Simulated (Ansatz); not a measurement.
Structure types of V compared at 150 GPa

Structure types of V are relaxed in primitive cells with their symmetry kept at 150 GPa, first on PAW files, then by LAPW. The enthalpy is E + pV at zero temperature, without zero-point motion. Only the types listed were tried, and differences under about 5 meV/atom are mesh noise. Not among the end structures: fcc, which may lie lower.

Level of theory: DFT with LDA, scalar-relativistic, in Ansatz 0.2.0; Fermi–Dirac smearing of 0.1 eV, no spin polarisation. LAPW: all electrons, basis error target 0.5 meV/atom; PAW: frozen-core files, cutoff 420 eV.

k meshes: bcc 21×21×21, hcp 19×19×10, beta tin 20×20×20, omega 10×10×14, diamond 15×15×15.

The PAW files were made under PBE.

Task: Which type is lowest in enthalpy, and by how much?

Result: bcc, 249 meV/atom below omega. The whole table:

| start type | ends as | a, b, c (Å) | V (Å³/atom) | H − H(lowest), LAPW (meV/atom) | same, PAW |
| --- | --- | --- | --- | --- | --- |
| bcc | bcc, Im-3m | 2.586, 2.586, 2.586 | 8.64 | 0.0 | 0.0 |
| hcp | hcp, P6_3/mmc | 2.225, 2.225, 4.103 | 8.80 | 479.6 | 480.4 |
| beta tin | beta tin, I4_1/amd | 3.924, 3.924, 2.265 | 8.72 | 597.1 | 597.6 |
| omega | omega, P6/mmm | 3.839, 3.839, 2.059 | 8.76 | 249.0 | 249.5 |
| diamond | diamond, Fd-3m | 4.228, 4.228, 4.228 | 9.45 | 3734.8 | 3710.5 |

Task: Split the lead of bcc over omega into energy and pV.

Result: For omega less bcc: ΔE = +140.1 meV/atom, and p·ΔV = 150 GPa × +0.1164 Å³ × 6.242 meV/(GPa·Å³) = +108.9 meV/atom, together 249.0 meV/atom. bcc wins on both counts.
